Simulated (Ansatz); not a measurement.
SrO (rock salt): values from a third-order Birch-Murnaghan fit to a volume scan beside measured ones. Computed values: PBE (plane waves to 420 eV, PAW, scalar-relativistic; Ansatz, a first-principles code). SrO was relaxed with its symmetry unable to fall.

```json
[
 {"quantity": "Lattice constant a (Å)", "reference": "5.16", "kind": "measured, room temperature or unstated", "PBE": "5.195", "difference": "+0.7 %"},
 {"quantity": "Bulk modulus B₀ (GPa)", "reference": "91", "kind": "measured, room temperature or unstated", "PBE": "84.5", "difference": "-7.1 %"},
 {"quantity": "Pressure derivative B₀′", "reference": "4.3", "kind": "measured, room temperature or unstated", "PBE": "4.5", "difference": "+4.7 %"}
]
```

References as given in: Juan A. Santana, Jaron T. Krogel, Paul R. C. Kent et al., The Journal of Chemical Physics (2016), arXiv:1608.06321. Values not taken to low temperature hold thermal and zero-point shifts that a static calculation lacks, so small differences there are no errors of the method.

(A scan under strain: stresses follow from slopes of the energy per volume, elastic moduli from its curvatures.)
